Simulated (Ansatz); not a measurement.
### Question
Each is relaxed and computed with plane-wave PAW PBE (Ansatz code). Which is the only metal?
A. SiC, P6_222 (Si on 3d, C on 3c)
B. HfSiO4, I4_1/amd (Hf on 4a, Si on 4b, O on 16h)
C. Si2W, Fddd (Si on 16f, W on 8a)
D. SiO2, P3_121 (Si on 3a, O on 6c)

### Answer
C, Si2W, Fddd (Si on 16f, W on 8a). Si2W: metal; SiC: gap 0.87 eV (indirect); SiO2: gap 5.68 eV (indirect); HfSiO4: gap 5.31 eV (indirect). Constructed cells (a structure type filled with these elements, in neither database checked): Si2W, Fddd (Si on 16f, W on 8a); SiC, P6_222 (Si on 3d, C on 3c). Not the usual ambient phase: Si2W, Fddd (Si on 16f, W on 8a); SiC, P6_222 (Si on 3d, C on 3c). All cells were relaxed under the symmetry of their starts (and spin orders); stability against distortions was not tested throughout. Rows with no word on spin ran without spin polarisation. Spin–orbit coupling is left out wherever it is not named.

Potentials: the later of the program's two PAW sets.
